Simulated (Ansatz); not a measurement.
Input, command and steps of an Ansatz relaxation.

```yaml
crystal:
  lattice:
    - [4.4077614704, 0.0, 0.0]
    - [-2.2038807351, 3.8172334072, 0.0]
    - [0.0, 0.0, 7.0588779921]
  atoms:
    - { symbol: Sb, position: [0.3333333333, 0.6666666667, 0.0] }
    - { symbol: Sb, position: [0.6666666667, 0.3333333333, 0.5] }
    - { symbol: Se, position: [0.3333333333, 0.6666666667, 0.3821] }
    - { symbol: Se, position: [0.6666666667, 0.3333333333, 0.8821] }
basis:
  ecutwfc: 420
kpoints:
  mp_grid: { grid: [6, 6, 4] }
hamiltonian:
  xc: pbe
scf:
  occupations: { method: gaussian, width: 0.1 }
  lower_state_search: "off"
output:
  forces: true
  stress: true
  eigenvalues: true
relax:
  adjacent_minimum: "off"
  f_tol: 0.04
  max_steps: 70
  cell: { stress_tol: 0.4 }
```

```bash
ansatz run input.yaml --threads 1 --pin off --max-ram 2560MiB --backend cpu --events-out ev --progress --plain --runs-dir out
```

Level of theory: Ansatz, DFT PBE, scalar-relativistic, plane waves, PAW.

Of 10 frames 10 are shown, positions in Å and forces in eV/Å; the SCF threshold varies from step to step. Steps run on the plane waves of an earlier cell, with a Pulay correction in the pressure. The basis is chosen afresh for the last frame, the zero of the energies, and at times for earlier ones too; energy and pressure step there, also at an unchanged geometry. Here that happened at step 10 (-5 meV/atom, 0.3 GPa); the frames before carry an error of that size. The mark taken_back stands on steps that the optimiser undid.

```xyz
4
Lattice="4.4078 0.0000 0.0000 -2.2039 3.8172 0.0000 0.0000 0.0000 7.0589" Properties=species:S:1:pos:R:3:forces:R:3 pbc="T T T" step=1 free_energy_over_end_meV_per_atom=422.16 pressure_GPa=12.19
Sb    0.0000    2.5448    0.0000    0.0000    0.0000   -0.7072
Sb    2.2039    1.2724    3.5294    0.0000    0.0000   -0.7072
Se    0.0000    2.5448    2.6972    0.0000    0.0000    0.7072
Se    2.2039    1.2724    6.2266    0.0000    0.0000    0.7072
4
Lattice="4.6226 0.0000 0.0000 -2.3113 4.0033 0.0000 0.0000 0.0000 7.2974" Properties=species:S:1:pos:R:3:forces:R:3 pbc="T T T" step=2 free_energy_over_end_meV_per_atom=190.75 pressure_GPa=3.67
Sb    0.0000    2.6689   -0.0630    0.0000    0.0000   -0.4494
Sb    2.3113    1.3344    3.5857    0.0000    0.0000   -0.4494
Se    0.0000    2.6689    2.8514    0.0000    0.0000    0.4494
Se    2.3113    1.3344    6.5001    0.0000    0.0000    0.4494
4
Lattice="4.8369 0.0000 0.0000 -2.4185 4.1889 0.0000 0.0000 0.0000 7.0347" Properties=species:S:1:pos:R:3:forces:R:3 pbc="T T T" step=3 free_energy_over_end_meV_per_atom=115.10 pressure_GPa=-0.23
Sb    0.0000    2.7926   -0.1923    0.0000    0.0000   -0.1668
Sb    2.4185    1.3963    3.3251    0.0000    0.0000   -0.1668
Se    0.0000    2.7926    2.8802    0.0000    0.0000    0.1667
Se    2.4185    1.3963    6.3975    0.0000    0.0000    0.1667
4
Lattice="4.9198 0.0000 0.0000 -2.4599 4.2607 0.0000 0.0000 0.0000 6.6935" Properties=species:S:1:pos:R:3:forces:R:3 pbc="T T T" step=4 free_energy_over_end_meV_per_atom=92.23 pressure_GPa=-1.03
Sb    0.0000    2.8405   -0.2751    0.0000    0.0000    0.0160
Sb    2.4599    1.4202    3.0717    0.0000    0.0000    0.0160
Se    0.0000    2.8405    2.8327    0.0000    0.0000   -0.0161
Se    2.4599    1.4202    6.1794    0.0000    0.0000   -0.0161
4
Lattice="4.9649 0.0000 0.0000 -2.4824 4.2997 0.0000 0.0000 0.0000 6.3496" Properties=species:S:1:pos:R:3:forces:R:3 pbc="T T T" step=5 free_energy_over_end_meV_per_atom=59.61 pressure_GPa=-0.73
Sb    0.0000    2.8665   -0.3165    0.0000    0.0000    0.0125
Sb    2.4824    1.4332    2.8583    0.0000    0.0000    0.0125
Se    0.0000    2.8665    2.7427    0.0000    0.0000   -0.0126
Se    2.4824    1.4332    5.9175    0.0000    0.0000   -0.0126
4
Lattice="5.0288 0.0000 0.0000 -2.5144 4.3550 0.0000 0.0000 0.0000 6.0057" Properties=species:S:1:pos:R:3:forces:R:3 pbc="T T T" step=6 free_energy_over_end_meV_per_atom=8.43 pressure_GPa=-0.11
Sb    0.0000    2.9034   -0.3354    0.0000    0.0000   -0.0434
Sb    2.5144    1.4517    2.6674    0.0000    0.0000   -0.0434
Se    0.0000    2.9034    2.6302    0.0000    0.0000    0.0434
Se    2.5144    1.4517    5.6331    0.0000    0.0000    0.0434
4
Lattice="5.0932 0.0000 0.0000 -2.5466 4.4108 0.0000 0.0000 0.0000 5.7011" Properties=species:S:1:pos:R:3:forces:R:3 pbc="T T T" step=7 free_energy_over_end_meV_per_atom=28.31 pressure_GPa=1.63 taken_back
Sb    0.0000    2.9406   -0.3671    0.0000    0.0000    0.1374
Sb    2.5466    1.4703    2.4835    0.0000    0.0000    0.1374
Se    0.0000    2.9406    2.5455    0.0000    0.0000   -0.1371
Se    2.5466    1.4703    5.3960    0.0000    0.0000   -0.1371
4
Lattice="5.1239 0.0000 0.0000 -2.5619 4.4374 0.0000 0.0000 0.0000 5.9193" Properties=species:S:1:pos:R:3:forces:R:3 pbc="T T T" step=8 free_energy_over_end_meV_per_atom=9.14 pressure_GPa=-1.11 taken_back
Sb    0.0000    2.9583   -0.3485    0.0000    0.0000   -0.0012
Sb    2.5619    1.4791    2.6111    0.0000    0.0000   -0.0012
Se    0.0000    2.9583    2.6103    0.0000    0.0000    0.0012
Se    2.5619    1.4791    5.5699    0.0000    0.0000    0.0012
4
Lattice="5.0632 0.0000 0.0000 -2.5316 4.3848 0.0000 0.0000 0.0000 5.9322" Properties=species:S:1:pos:R:3:forces:R:3 pbc="T T T" step=9 free_energy_over_end_meV_per_atom=4.81 pressure_GPa=-0.17
Sb    0.0000    2.9232   -0.3473    0.0000    0.0000   -0.0072
Sb    2.5316    1.4616    2.6188    0.0000    0.0000   -0.0072
Se    0.0000    2.9232    2.6140    0.0000    0.0000    0.0072
Se    2.5316    1.4616    5.5801    0.0000    0.0000    0.0072
4
Lattice="5.0632 0.0000 0.0000 -2.5316 4.3848 0.0000 0.0000 0.0000 5.9322" Properties=species:S:1:pos:R:3:forces:R:3 pbc="T T T" step=10 free_energy_over_end_meV_per_atom=0.00 pressure_GPa=0.15
Sb    0.0000    2.9232   -0.3473    0.0000    0.0000   -0.0072
Sb    2.5316    1.4616    2.6188    0.0000    0.0000   -0.0072
Se    0.0000    2.9232    2.6140    0.0000    0.0000    0.0072
Se    2.5316    1.4616    5.5801    0.0000    0.0000    0.0072
```

The start puts this composition into another compound's structure type, which needn't suit it. At the end the space group is P6_3/mmc (tolerance 0.05 Å).

It took 2.8 min on 1 thread of AMD EPYC 7R43 64-Core Processor (Zen 3) (shared host), peak memory 0.44 GiB.

The k mesh is coarse.